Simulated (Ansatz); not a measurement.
The start is a randomly generated symmetric cell of SnO2 (space group No. 166). A full variable-cell relaxation at zero pressure is run with r2SCAN (plane waves to 500 eV, PAW, scalar-relativistic; Ansatz, a program for electronic structure). The first steps use a coarse 6×6×6 k-mesh.

Input geometry:
```
CELL_PARAMETERS angstrom
      2.37937     1.37373     3.66877
     -2.37937     1.37373     3.66877
      0.00000    -2.74746     3.66877
ATOMIC_POSITIONS crystal
  O  0.50000 0.50000 0.00000
  O  0.00000 0.50000 0.50000
  O  0.50000 0.00000 0.50000
  O  0.50000 0.50000 0.50000
  Sn 0.21182 0.21182 0.21182
  Sn 0.78818 0.78818 0.78818
```

| Property | Value |
|---|---|
| Initial pressure | +36 GPa (positive: the cell is compressed) |
| Largest initial force | about 1.8 eV/Å, on Sn5, Sn6 (atoms numbered as listed) |
| Outcome | The space group stays R-3m (No. 166) (the run could not lower it), with 6 atoms in the primitive cell |
| Energy released | 0.74 eV/atom |
| Volume change | +27.4 %, from 11.99 to 15.28 Å³/atom |
| Shortest distances (start → end) | The closest pairs of elements (up to four, under 3.6 Å), start → end: O–Sn 1.92 → 2.04 Å; O–O 2.29 → 2.26 Å; Sn–Sn 2.92 → 3.34 Å |
| Band gap at the end | no gap (metallic) |
| Optimiser moves | 26 |

The end point of the relaxation:

```cif
data_O12Sn6
_chemical_formula_sum 'O12 Sn6'
_space_group_name_H-M_alt 'R-3m :H'
_space_group_IT_number 166
_space_group_name_Hall '-R 3 2"'
_cell_length_a 6.54185
_cell_length_b 6.54185
_cell_length_c 7.42233
_cell_angle_alpha 90.000
_cell_angle_beta 90.000
_cell_angle_gamma 120.000
loop_
_atom_site_label
_atom_site_type_symbol
_atom_site_symmetry_multiplicity
_atom_site_Wyckoff_symbol
_atom_site_fract_x
_atom_site_fract_y
_atom_site_fract_z
_atom_site_occupancy
O1 O 9 e 0.00000 0.50000 0.00000 1
O2 O 3 b 0.00000 0.00000 0.50000 1
Sn1 Sn 6 c 0.00000 0.00000 0.22522 1
```
(The calculation used a cell of 6 atoms; values per cell refer to that cell.)

Final values are on a 10×10×10 k-mesh of the relaxed cell. No spin polarisation in the result. A trial with spin found a lower state than this one, so it is not the electronic ground state.

The run could not lose the symmetry of its start.

The first start was generated by a random draw of sites in a space group. Materials Project lists a structure of SnO2 in the same space group, R-3m (No. 166); the sites were not compared with it, nor with measured phases. Known forms of SnO2 include space group No. 136.
